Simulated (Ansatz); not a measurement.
Computed with Ansatz, DFT PBE, scalar-relativistic, plane waves, PAW. Each cell gets a short relaxation within its symmetry: 420 eV, a coarse mesh through Γ, smearing of 0.2 eV, at most 16 steps to 0.08 eV/Å and 0.8 GPa. No spin polarisation. Energies are free energies per atom, good to about 0.1 eV/atom between metallic cells, end volumes are rough, and groups of ends are read at 0.1 Å.

Two trial cells of GaMo, not yet relaxed:

A.

Space group R-3m:H (No. 166). a = 4.565 Å, b = 4.565 Å, c = 6.618 Å, α = 90.00°, β = 90.00°, γ = 120.00°
| atom | site | symmetry | x | y | z |
| --- | --- | --- | --- | --- | --- |
| Ga | 3a | -3m | 0.0000 | 0.0000 | 0.0000 |
| Mo | 3b | -3m | 0.3333 | 0.6667 | 0.1667 |

B.

Space group Pm-3m (No. 221). a = 3.292 Å, b = 3.292 Å, c = 3.292 Å, α = 90.00°, β = 90.00°, γ = 90.00°
| atom | site | symmetry | x | y | z |
| --- | --- | --- | --- | --- | --- |
| Ga | 1b | m-3m | 0.5000 | 0.5000 | 0.5000 |
| Mo | 1a | m-3m | 0.0000 | 0.0000 | 0.0000 |

Question: Which is lower as given, and which after relaxing?

Answer: As given, B is lower by 0.29 eV/atom. Relaxed, both fall into the same structure. A goes from R-3m at 19.9 Å³/atom to Pm-3m at 15.2 Å³/atom and gains 0.48 eV/atom. B goes from Pm-3m at 17.8 Å³/atom to Pm-3m at 15.2 Å³/atom and gains 0.18 eV/atom. The closest pair in A goes from Ga–Mo at 2.86 Å to Ga–Mo at 2.70 Å. The closest pair in B goes from Ga–Mo at 2.85 Å to Ga–Mo at 2.70 Å. At the end, in A: Ga is surrounded by 8 Mo at 2.70 Å and 6 Ga at 3.12 Å; Mo is surrounded by 8 Ga at 2.70 Å and 6 Mo at 3.12 Å. The lowest end among all the guesses of this search lies 0.25 eV/atom under the better of the two.
